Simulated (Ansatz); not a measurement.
Nb$_{3}$In:
```yaml
crystal:
  lattice:
    - [5.30704, 0.00000, 0.00000]
    - [0.00000, 5.30704, 0.00000]
    - [0.00000, 0.00000, 5.30704]
  atoms:
    - { symbol: Nb, position: [0.25000, 0.00000, 0.50000] }
    - { symbol: Nb, position: [0.50000, 0.75000, 0.00000] }
    - { symbol: Nb, position: [0.75000, 0.00000, 0.50000] }
    - { symbol: Nb, position: [0.50000, 0.25000, 0.00000] }
    - { symbol: Nb, position: [0.00000, 0.50000, 0.75000] }
    - { symbol: Nb, position: [0.00000, 0.50000, 0.25000] }
    - { symbol: In, position: [0.00000, 0.00000, 0.00000] }
    - { symbol: In, position: [0.50000, 0.50000, 0.50000] }
```

Relaxed with r²SCAN.

Problem. Give the Bader charges and basin volumes of the independent atoms, r²SCAN (plane waves, PAW; program Ansatz).

Solution. 

```
atom  Bader charge (e)  Bader volume (Å³)
----  ----------------  -----------------
Nb1              +0.26               18.0
In7              -0.79               20.7
```

Space group Pm-3n (A15 (Cr3Si type)). The workflow started from an entry of the Crystallography Open Database (COD). Its standing as an ambient phase is unchecked. Symmetry was held in the r²SCAN relaxation; whether a distortion lowers the energy is not shown. No spin polarisation was allowed.

Potentials: the later of the program's two PAW sets.
